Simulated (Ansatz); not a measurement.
BeS in space group Pnma (No. 62; Be on 4c, S on 4c), r²SCAN+D4 in the plane-wave PAW code Ansatz, all energies at zero smearing, with the estimated change up to a 700 eV cutoff added, with one set of potentials and settings (totals compare only within such a set). Cell of 8 atoms (4 Be, 4 S): -4006.232 eV.

```csv
element,reference phase,E (eV/atom)
Be,"P6_3/mmc, 2 atoms in the cell",-93.3794
S,"P2/c, 32 atoms in the cell",-905.9104
```

Formation energy per atom, worked out: (-4006.232 − 4×(-93.3794) − 4×(-905.9104))/8 = -1.134 eV/atom (-109 kJ per mol of atoms), at 0 K, without zero-point energy or fitted corrections.

The start of the workflow was typed in or built on a structure type; neither database checked (COD, Materials Project) lists it. COD files the formula under space group No. 216, so this cell is another polymorph or a model. Its standing as an ambient phase is unchecked. The cell was relaxed with r²SCAN+D4 under the symmetry of its start; whether a distortion lowers the energy is not shown. The volume moved by 24 % from the start of the relaxation. The references are the lowest solids computed at this level, not always the standard phases.

Potentials: the later of the program's two PAW sets.
